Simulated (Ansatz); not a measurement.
MgO:
```xyz
4
Lattice="3.0186 0.0000 0.0000 0.0000 3.0186 0.0000 0.0000 0.0000 5.4296" Properties=species:S:1:pos:R:3 pbc="T T T"
Mg     0.0000     1.5093     0.0000
Mg     1.5093     0.0000     2.7148
O      0.0000     0.0000     1.3574
O      0.0000     0.0000     4.0722
```

Relaxed with PBE. Special points in fractions of this cell's reciprocal vectors: Γ (0.000, 0.000, 0.000); X (0.000, 0.500, 0.000); M (0.500, 0.500, 0.000); Z (0.000, 0.000, 0.500); R (0.000, 0.500, 0.500); A (0.500, 0.500, 0.500).

List the band energies nearest the valence-band maximum at these points for DFT-PBE in the program Ansatz with PAW potentials.

In eV from the valence-band maximum; about four levels below and three above (degenerate sets whole), none deeper than 8.9 eV; … stands for higher levels left out; points with the same levels are listed once.

```
k                          below           above
-  -----------------------------  --------------
Γ  -0.92 -0.92 -0.55 -0.55 -0.14  1.16 6.35 6.66
X        -2.68 -0.63 -0.29 -0.05  4.80 5.77 7.66
M         -2.86 -1.94 -1.94 0.00  3.20 7.80 7.80
Z        -0.80 -0.80 -0.68 -0.68     3.04 3.04 …
R        -2.02 -1.91 -0.56 -0.37  5.34 5.73 8.86
A        -2.52 -2.52 -1.56 -1.56     4.34 4.34 …
```

Space group P4_2/mmc. A made-up cell: these elements were put on the sites of a structure type; neither database checked (COD, Materials Project) lists it. It is not the phase usual at ambient conditions (space group No. 225). Symmetry was held in the PBE relaxation; its stability against distortions is not shown here.

Potentials: the later of the program's two PAW sets.
